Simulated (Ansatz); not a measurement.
# Te, beta-Sn type: geometry optimisation

All numbers below come from DFT, BLYP, plane waves (420 eV) with PAW, scalar-relativistic (Ansatz). The PAW files were generated under PBE, with cores re-solved for the functional.

k-point mesh 11×11×8, Fermi-Dirac smearing 0.1 eV, no spin polarisation. Cell and atoms relax.

Starting structure:

```yaml
crystal:
  lattice:
    - [-3.0267059219, 3.0267059219, 1.6525814334]
    - [3.0267059219, -3.0267059219, 1.6525814334]
    - [3.0267059219, 3.0267059219, -1.6525814334]
  atoms:
    - { symbol: Te, position: [0.0, 0.0, 0.0] }
    - { symbol: Te, position: [0.75, 0.25, 0.5] }
hamiltonian:
  xc: blyp
  pseudopotentials:
    kind: paw
    azcp:
      Te: "pseudopotentials/Te.paw.azcp"
basis:
  ecutwfc: 420
  fft_grid_basis: typed
kpoints:
  mp_grid: { grid: [11, 11, 8], shift: [0, 0, 0] }
magnetization:
  spin_polarized: false
scf:
  occupations: { method: fermi_dirac, width: 0.1 }
relax:
  max_steps: 60
  f_tol: 0.01
  cell: {}
output:
  write_density: true
  write_potential: true
  elf: true
  volumetric_format: npy
```

Question: What cell does the relaxation end in?

Answer: C2/c with a = 3.273 Å, b = 15.909 Å, c = 5.461 Å, β = 90.58°; 71.07 Å³ per atom against 30.28 at the start (134.7 %).

The cell has left the beta-Sn structure type; it ends in C2/c.

Question: How much energy does the relaxation gain?

Answer: 359.1 meV per atom.

The k-point mesh keeps fewer symmetry operations than the starting structure has, so the cell can leave it.
